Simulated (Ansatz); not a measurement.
Generalised stacking fault of SnTe (rock salt) on the {110} plane. The cell below holds the perfect crystal with the plane normal along z; tilting its third vector by the shift puts one fault into each cell, between planes 2.25 Å apart, at fixed cell height.

```
SnTe
1.0
    4.50403     0.00000     0.00000
    0.00000     6.36965     0.00000
    2.25201     3.18483     6.75604
Te Sn
3 3
Direct
  0.00000   0.00000   0.83333
  0.33333   0.33333   0.16667
  0.66667   0.66667   0.50000
  0.00000   0.50000   0.83333
  0.33333   0.83333   0.16667
  0.66667   0.16667   0.50000
```

In-plane vectors a = (4.504, 0.000) Å, b = (0.000, 6.370) Å, area 28.69 Å². The shift is s times the vector a (length 4.504 Å), so s = 1 restores the start. The shift is rigid: no atom relaxes. γ = [E(shift) − E(0)] / area.

Calculation: r2SCAN (plane waves to 500 eV, PAW, scalar-relativistic; Ansatz, an electronic-structure program). k mesh 9×9×9 (Γ-centred), Fermi-Dirac smearing 0.05 eV. E is the zero-smearing estimate. As the smearing reaches across the gap at some points, the k mesh leaves noise in γ, roughly 0.02 J/m² as judged from a few cases. Faults lie only 6.8 Å apart, and holding the cell height and the atoms raises γ above its relaxed value. SnTe was relaxed with its symmetry unable to fall. Spin-orbit coupling is left out, though Te is heavy. The zero of γ is zero shift. The last digit holds for this mesh only.

| s | γ (J/m²) |
|---|---|
| 0.000 | 0.00 |
| 0.083 | 0.12 |
| 0.167 | 0.51 |
| 0.250 | 1.18 |
| 0.333 | withheld |
| 0.417 | 2.86 |
| 0.500 | 3.21 |
| 0.583 | 2.86 |
| 0.667 | withheld |
| 0.750 | 1.18 |
| 0.833 | 0.51 |
| 0.917 | 0.12 |

Problem. Fit a Fourier form (three harmonics of 1 − cos and sin) to the given rows and predict γ at s = 0.333.

Solution. Least squares on the 10 given rows: γ = (1.582)·[1 − cos(2πs)] + (-0.212)·[1 − cos(4πs)] + (0.019)·[1 − cos(6πs)], in J/m²; root-mean-square residual 0.004 J/m². At 0.333 the fit gives 2.05 J/m²; the calculation gives 2.05 J/m², the same to the digits shown. 

(The slope of γ gives the shear force per area between the displaced halves; near zero shift its curvature is an elastic stiffness.)
